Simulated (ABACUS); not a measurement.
Consider a self-consistent single point of HfSi (Pnma, 8 atoms in the cell; from Materials Project mp-1042, changed as shown).

```
CELL_PARAMETERS angstrom
      6.86240     0.00000     0.00000
      0.00000     3.76823     0.00000
      0.00000     0.00000     5.27568
ATOMIC_POSITIONS crystal
  Hf 0.67514 0.25000 0.37439
  Hf 0.32486 0.75000 0.62561
  Hf 0.82486 0.75000 0.87439
  Hf 0.17514 0.25000 0.12561
  Si 0.54312 0.25000 0.86087
  Si 0.45688 0.75000 0.13913
  Si 0.95688 0.75000 0.36087
  Si 0.04312 0.25000 0.63913
```

All values come from this method and carry its errors: LDA (PW92), PseudoDojo 0.4 standard norm-conserving LDA (tails mended) pseudopotentials (plane waves; ABACUS 3.10.1).

ABACUS settings:

| key | value |
|---|---|
| KPT | Gamma 3 5 3 0 0 0 |
| basis_type | pw |
| dft_functional | PWLDA |
| ecutwfc | 58 Ry |
| smearing_method | fd |
| smearing_sigma | 0.00734986 Ry |
| potentials | PseudoDojo 0.4 standard norm-conserving LDA (tails mended) |
| symmetry | 1 |
| symmetry_prec | 1e-05 |
| ks_solver | dav_subspace |
| scf_nmax | 100 |
| scf_thr | 1.0e-09 Ry |
| mixing_type | pulay |

Results:

```
Item                                                      Value
------------------------------------------------  -------------
Number of valence electrons                                  64
Number of bands                                              42
Number of k-points after the program's reduction             12
Number of plane waves (most at a k-point)                  6882
Number of SCF iterations                                      7
FFT grid                                           64 × 36 × 50
Free energy E − TS                                -6615.0509 eV
Fermi level (on the code's own zero)                   13.85 eV
Pressure                                              -7.72 GPa
Largest force (vector length)                        0.097 eV/Å
```

Forces (eV/Å):
| atom | Fx | Fy | Fz |
|---|---|---|---|
| Hf1 | 0.068 | 0.000 | -0.013 |
| Hf2 | -0.068 | 0.000 | 0.013 |
| Hf3 | -0.068 | 0.000 | -0.013 |
| Hf4 | 0.068 | 0.000 | 0.013 |
| Si5 | 0.025 | 0.000 | -0.094 |
| Si6 | -0.025 | 0.000 | 0.094 |
| Si7 | -0.025 | 0.000 | -0.094 |
| Si8 | 0.025 | 0.000 | 0.094 |

Stress (GPa, positive for compression):
```
-7.18   0.00   0.00
 0.00  -7.05   0.00
 0.00   0.00  -8.92
```

For comparison: a first run was changed to give this one (lattice vector c scaled by 1.01), and from it to this one the free energy goes up by 7.8 meV/atom, the pressure goes from -6.28 to -7.72 GPa and the largest force goes from 0.130 to 0.097 eV/Å.

The structure comes from a collection of computed structures, made at another level of theory; the collection holds predicted forms beside known ones. No clean gap shows at this smearing width and mesh (spacing up to 0.40 Å⁻¹); the mesh is coarse for partly filled bands, so the values carry mesh errors.

Cost on one core: around 30 core-seconds (rough).

“Tails mended”: in these copies of the files the far tail of each local potential was reset to the Coulomb form.
